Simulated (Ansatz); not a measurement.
TiP (CsCl type, space group No. 221), plane-wave PAW r²SCAN (Ansatz code), all energies at zero smearing, with the estimated change up to a 700 eV cutoff added, with one set of potentials and settings (totals compare only within such a set). Cell of 2 atoms (1 Ti, 1 P): -3265.049 eV.

```json
[
 {"element": "Ti", "reference phase": "P6/mmm, 3 atoms in the cell", "E (eV/atom)": "-2504.3941"},
 {"element": "P", "reference phase": "Cmce, 4 atoms in the cell", "E (eV/atom)": "-759.1670"}
]
```

Formation energy per atom, worked out: (-3265.049 − 1×(-2504.3941) − 1×(-759.1670))/2 = -0.744 eV/atom (-72 kJ per mol of atoms), at 0 K, without zero-point energy or fitted corrections.

Space group Pm-3m (CsCl type). A made-up cell: these elements were put on the sites of a structure type; neither database checked (COD, Materials Project) lists it. COD files the formula under space group No. 194. Its standing as an ambient phase is unchecked. Symmetry was held in the r²SCAN relaxation. At this level the phase is mechanically unstable. No spin polarisation was allowed. The references are the lowest solids computed at this level, not always the standard phases.

Potentials: the earlier of the program's two PAW sets.
